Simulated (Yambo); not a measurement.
G0W0@LDA for KHgF₃ (space group Cmmm, No. 65, within 0.06 Å of Pm-3m) in Yambo. Reference settings: 2×2×2 Γ-centred k mesh, bands 5 to 142 and a 7 Ry block in the screening, 142 bands in G with the Bruneval-Gonze terminator, plasmon pole fitted at 27.2 eV. The LDA gap (-0.5, -0.5, -0.5) → Γ on this mesh is 0.31 eV; G0W0 gaps are taken between the same points.

Gap ((-0.5, -0.5, -0.5) → Γ) in eV against the number of bands and the screening block, terminator on:

```json
[
 {"bands (W and G)": "42", "2 Ry": "3.887", "3 Ry": "3.546", "4 Ry": "3.450", "6 Ry": "3.353", "7 Ry": "3.345"},
 {"bands (W and G)": "60", "2 Ry": "3.544", "3 Ry": "3.156", "4 Ry": "3.052", "6 Ry": "2.962", "7 Ry": "2.955"},
 {"bands (W and G)": "83", "2 Ry": "3.313", "3 Ry": "2.881", "4 Ry": "2.769", "6 Ry": "2.688", "7 Ry": "2.682"},
 {"bands (W and G)": "112", "2 Ry": "3.223", "3 Ry": "2.758", "4 Ry": "2.638", "6 Ry": "2.555", "7 Ry": "2.548"},
 {"bands (W and G)": "142", "2 Ry": "3.188", "3 Ry": "2.711", "4 Ry": "2.584", "6 Ry": "2.504", "7 Ry": "2.497"}
]
```

Rough cost of the Yambo step against the reference (shared machines):

```json
[
 {"bands (W and G)": "42", "2 Ry": "1/4", "3 Ry": "1/5", "4 Ry": "1/5", "6 Ry": "1/4", "7 Ry": "1/4"},
 {"bands (W and G)": "60", "2 Ry": "1/4", "3 Ry": "1/3", "4 Ry": "1/3", "6 Ry": "1/3", "7 Ry": "1/3"},
 {"bands (W and G)": "83", "2 Ry": "1/3", "3 Ry": "1/2", "4 Ry": "1/3", "6 Ry": "~1", "7 Ry": "~1"},
 {"bands (W and G)": "112", "2 Ry": "1/2", "3 Ry": "~1", "4 Ry": "~1", "6 Ry": "~1", "7 Ry": "~1"},
 {"bands (W and G)": "142", "2 Ry": "~1", "3 Ry": "~1", "4 Ry": "~1", "6 Ry": "~1", "7 Ry": "1"}
]
```

At the largest block the last step in bands moves the gap by -0.051 eV; at the most bands the last step in the block moves it by -0.007 eV.

Without spin-orbit coupling, band edges of such heavy elements can be off by tenths of an eV.

Geometry of the Materials Project entry, not relaxed at this level; primitive cell a = 4.533 Å, b = 4.533 Å, c = 4.524 Å, α = 90.00°, β = 90.00°, γ = 90.11°.
